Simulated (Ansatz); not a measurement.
Relaxed-ion elastic tensor of VSi (CsCl type, Pm-3m) in GPa (Voigt order), PBEsol in the plane-wave PAW code Ansatz; density 5.06 g/cm³, 12.97 Å³ per atom.

```
73.5   183   183   0.0   0.0   0.0
 183  73.5   183   0.0   0.0   0.0
 183   183  73.5   0.0   0.0   0.0
 0.0   0.0   0.0   2.3   0.0   0.0
 0.0   0.0   0.0   0.0   2.3   0.0
 0.0   0.0   0.0   0.0   0.0   2.3
```

Is the crystal mechanically stable?

No: the smallest eigenvalue of C is -110 GPa.

The cell is a constructed one: a structure type filled with these elements; neither database checked (COD, Materials Project) lists it. Whether it is the stable phase at ambient conditions was not checked. The cell was relaxed with PBEsol under the symmetry of its start, as lowered by the spin order. At this level the phase is mechanically unstable. Spin order of the final state: antiferromagnetic, chosen from 3 collinear starts compared on coarse meshes (ties went to the first, and starts can fall back to one state), not a proven ground state. As this level gives no gap, shear constants depend on the k-mesh and smearing (Fermi–Dirac, 0.1 eV here). On the denser mesh and wider smearing of the elastic run this cell carries a stress of 0.6 GPa.

Potentials: the earlier of the program's two PAW sets. The files were generated under PBE; for other functionals the program regenerates the frozen cores, and for LDA and PBEsol the local potential too.
